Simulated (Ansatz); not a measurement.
The relaxed structure here is a generated cell of ScIr: the first start was made by a random draw of sites in a space group, and the end was not matched to a known phase here, so it may be hypothetical.

A relaxed structure of ScIr. Space group Fm-3m (No. 225), rock salt type. The numbers are results of PBEsol (plane waves to 420 eV, PAW, scalar-relativistic; Ansatz, a first-principles code), not measurements.

```cif
data_IrSc
_chemical_formula_sum 'Ir1 Sc1'
_space_group_name_H-M_alt 'P 1'
_space_group_IT_number 1
_cell_length_a 3.74026
_cell_length_b 3.74026
_cell_length_c 3.74026
_cell_angle_alpha 60.000
_cell_angle_beta 60.000
_cell_angle_gamma 60.000
loop_
_space_group_symop_operation_xyz
  'x, y, z'
loop_
_atom_site_label
_atom_site_type_symbol
_atom_site_fract_x
_atom_site_fract_y
_atom_site_fract_z
_atom_site_occupancy
Ir1 Ir 0.50000 0.50000 0.50000 1
Sc1 Sc 0.00000 0.00000 0.00000 1
```

Question: Estimate the band gap that PBEsol returns for this input.

Answer: No clear gap: the sampled points leave 0.15 eV away from the symmetry points, which may be a band crossing missed between them.

Question: Give the smallest direct gap at the level PBEsol.

Answer: 0.17 eV at 30 % of the way from L to W.

No spin polarisation in the result. Spin-orbit coupling is missing; with elements this heavy it can move band edges by tenths of an eV or more.

The run could not lower the symmetry of its start; a shaken copy of this end point relaxes with PBEsol to Pm-3m (No. 221), 0.73 eV/atom lower.
